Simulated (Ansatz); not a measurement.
LaNiO₃ in space group R-3c (No. 167; La on 6a, Ni on 6b, O on 18e) at seven volumes, PBEsol in the plane-wave PAW code Ansatz, shape and atoms relaxed at each. One row is withheld.

```csv
V (Å³/atom),P (GPa)
9.945,22.15
10.273,?
10.601,6.27
10.929,0.00
11.256,-5.24
11.584,-9.79
11.912,-13.56
```

Task: Fit the shown pressures and predict the withheld one.

Result: P = (3/2)B₀(x^(7/2) − x^(5/2))[1 + (3/4)(B′ − 4)(x − 1)] with x = (V₀/V)^(2/3). Least squares on the six rows gives V₀ = 10.930 Å³/atom, B₀ = 191 GPa, B′ = 4.38. At V = 10.273, x = 1.0422 and P = 13.57 GPa. The run itself gave 13.59 GPa.

The workflow started from a Materials Project entry (that database holds measured and hypothetical structures alike); the Crystallography Open Database files this formula in space group No. 167, but the cells were not matched. Its standing as an ambient phase is unchecked. The cell was relaxed with PBEsol under the symmetry of its start; of distortions, only those at the zone centre were tested. The workflow began spin-polarised and lost its moments. No Hubbard U is applied. Scalar-relativistic: spin–orbit coupling is off unless named, which matters more the heavier the elements.

Potentials: the later of the program's two PAW sets.
